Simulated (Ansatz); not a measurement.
NaCNO in space group R3m (No. 160; Na on 3a, C on 3a, N on 3a, O on 3a), r²SCAN (plane waves, PAW; program Ansatz). The conduction-band minimum lies at Γ, with 1 equivalent valley. Second derivatives d²E/dk² of the lowest band at one valley (eV·Å²), along Cartesian directions:

```json
[
 {"direction": "[100]", "d²E/dk²": "14.13"},
 {"direction": "[010]", "d²E/dk²": "14.13"},
 {"direction": "[001]", "d²E/dk²": "7.973"},
 {"direction": "[110]", "d²E/dk²": "14.13"},
 {"direction": "[101]", "d²E/dk²": "11.05"},
 {"direction": "[011]", "d²E/dk²": "11.05"}
]
```

Q: Find the principal effective masses, the density-of-states mass and the conductivity mass.

A: Off-diagonal terms follow from H_xy = H[110] − (H_xx + H_yy)/2, and m*/mₑ = 7.620 eV·Å² over each eigenvalue: 0.54, 0.54, 0.96. One valley's DOS mass (m₁m₂m₃)^(1/3) = 0.65, conductivity mass 3/(Σ 1/mᵢ) = 0.63 mₑ.

Q: What effective density of states Nc follows at 300 K for parabolic valleys?

A: Nc = 2.509e19 × 1 × (0.65)^(3/2) ≈ 1.3e19 cm⁻³.

The workflow started from a Materials Project entry (that database holds measured and hypothetical structures alike); the Crystallography Open Database files this formula in space group No. 160, but the cells were not matched. Whether it is the stable phase at ambient conditions was not checked. The cell was relaxed with r²SCAN under the symmetry of its start; whether a distortion lowers the energy is not shown.

Potentials: the later of the program's two PAW sets.

Edges and masses are those of Kohn–Sham bands, whose gap is no quasiparticle gap.
